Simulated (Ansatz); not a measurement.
SiO₂:
```
SiO2
1.0
    4.98173     0.00000     0.00000
    0.00000     4.98173     0.00000
    0.00000     0.00000     6.91953
Si O
4 8
Direct
  0.19778   0.19778   0.00000
  0.30222   0.69778   0.75000
  0.80222   0.80222   0.50000
  0.69778   0.30222   0.25000
  0.60882   0.73825   0.68123
  0.76175   0.10882   0.43123
  0.39118   0.26175   0.18123
  0.23825   0.89118   0.93123
  0.10882   0.76175   0.56877
  0.26175   0.39118   0.81877
  0.89118   0.23825   0.06877
  0.73825   0.60882   0.31877
```

Relaxed with r²SCAN.

### Question
Map the electron localisation function on the plane through (0.198, 0.198, 0.000) spanned by u = [1, 0, 0] and v = [0, 1, 1] in lattice vectors, from DFT-r²SCAN in the program Ansatz with PAW potentials.

### Answer
x is the fraction of u, y of v (the angle between them is 90°; rows are the nearest grid lines); atoms in the plane: Si at (0.00, 0.00), O at (0.91, 0.57).
```
|*-..:-::.   -#@@@@@@@@*:-*|
|......      .+#%%%##+-....|
|----:.       :=**+=-:..:--|
|##*+=:.              .-+*#|
|***+=:.              :-+**|
|-===:.   .---:.        .:-|
|.:::.  .-+***+-.        ..|
|::...:=#%%@@%%*-.  .--=--:|
|@%+:.-*%@@@@@@%=..-*%%@@@@|
|@@#-..+#%@@@@@#-.-#@@%**#@|
|%@%=..-*%%@@@%*:.-%@@#-:*%|
|@@%=.  :=+++=:...-#@@@%%@@|
|@%*:      .:-=+=:.:=*%@@@@|
|+-.     :=*%@@@@%*-. .:=++|
|.      .=*%@@@@@@%+:   ...|
|       .+#@@%##%@%#+:     |
|  ...   .+%@@@@@@%*=.     |
|:=*##*+-..-+#%%#*-.      :|
|-*%%@%%#=:.:-=--:..      -|
|=#@@@@@@@%=. .-+*#**+-. .=|
|=%@@@@@@@#=.:*@@@@@@%#+..=|
|:*%@@@%%*=..-#@@#==#@@%=.:|
|.-*%%%#*=:  =%@@#==#@@%=..|
|*-..:-::.   -#@@@@@@@@*:-*|
```
Scale: ten equal steps from 0.003 (start of ' ') to 0.855 (end of '@'), in the order ' .:-=+*#%@'; x runs from 0.000 to 1.00, y from 0.000 (bottom) to 1.00 (top).

The density is the valence pseudo-density with augmentation charge, so density and ELF within about 1 Å of a nucleus are not all-electron values.

Space group P4_32_12. The first step of the workflow began from a Materials Project structure, measured or hypothetical; the Crystallography Open Database files this formula in space group No. 96, but the cells were not matched. It is not the phase usual at ambient conditions (space group No. 92, 152, 154). The cell was relaxed with r²SCAN under the symmetry of its start; of distortions, only those at the zone centre were tested.

Potentials: the earlier of the program's two PAW sets.
